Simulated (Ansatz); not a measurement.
**PrSn3, first-principles data**

PrSn3:
```xyz
4
Lattice="4.7476 0.0000 0.0000 0.0000 4.7476 0.0000 0.0000 0.0000 4.7476" Properties=species:S:1:pos:R:3 pbc="T T T"
Pr     0.0000     0.0000     0.0000
Sn     0.0000     2.3738     2.3738
Sn     2.3738     0.0000     2.3738
Sn     2.3738     2.3738     0.0000
```
The run is spin-polarised; directions of the spins, atom by atom: ↑ 0 0 0.

Space group Pm-3m (No. 221), Cu3Au type; conventional cell a = b = c = 4.7476 Å, α = β = γ = 90.00°.

Method: DFT-r²SCAN in the program Ansatz with PAW potentials. Geometry: relaxed at this level of theory. Other levels are named where they apply.

### Cell and energy

```yaml
volume_per_atom: 26.75 Å³
density: 7.71 g/cm³
```

### Electronic structure

```yaml
electronic_character: metallic (no gap)
Density of states at the Fermi level: 0.82 states/eV per atom (mean over ±0.08 eV)
```

### Magnetism

```yaml
magnetic_order: ferromagnetic
net_moment: 0.61 μB per atom
```

The workflow started from an entry of the Crystallography Open Database (COD). Its standing as an ambient phase is unchecked. The r²SCAN relaxation kept the symmetry of its start; its stability against distortions is not shown here. Spin order of the final state: ferromagnetic, the only order run, not a proven ground state. The cell computed holds one magnetic atom, so no antiferromagnetic order was within reach. The 4f shell is in the valence, and the state reached may lie above the lowest one. Other orbital occupations within this spin state were not tried. No Hubbard U is applied. Spin–orbit coupling is left out wherever it is not named.

Potentials: the later of the program's two PAW sets.
